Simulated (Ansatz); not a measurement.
**Structure optimisation: gallium, beta-Sn type**

These are results of DFT, BLYP, plane waves (420 eV) with PAW, scalar-relativistic (Ansatz), not measurements. The PAW files were generated under PBE, with cores re-solved for the functional.

k-point mesh 12×12×8, Fermi-Dirac smearing 0.1 eV, no spin polarisation. Cell and atoms relax.

Starting structure:

```
Ga
1.0
    -2.66095    2.66095    1.45288
     2.66095   -2.66095    1.45288
     2.66095    2.66095   -1.45288
Ga
2
Direct
  0.00000 0.00000 0.00000
  0.75000 0.25000 0.50000
```

Problem. What cell does the relaxation end in?

Solution. C2/c with a = 2.926 Å, b = 7.288 Å, c = 4.201 Å, β = 98.84°; 22.13 Å³ per atom against 20.57 at the start (7.6 %).

The cell has left the beta-Sn structure type; it ends in C2/c.

Problem. How much energy does the relaxation gain?

Solution. 31.3 meV per atom.

The k-point mesh keeps fewer symmetry operations than the starting structure has, so the cell can leave it.
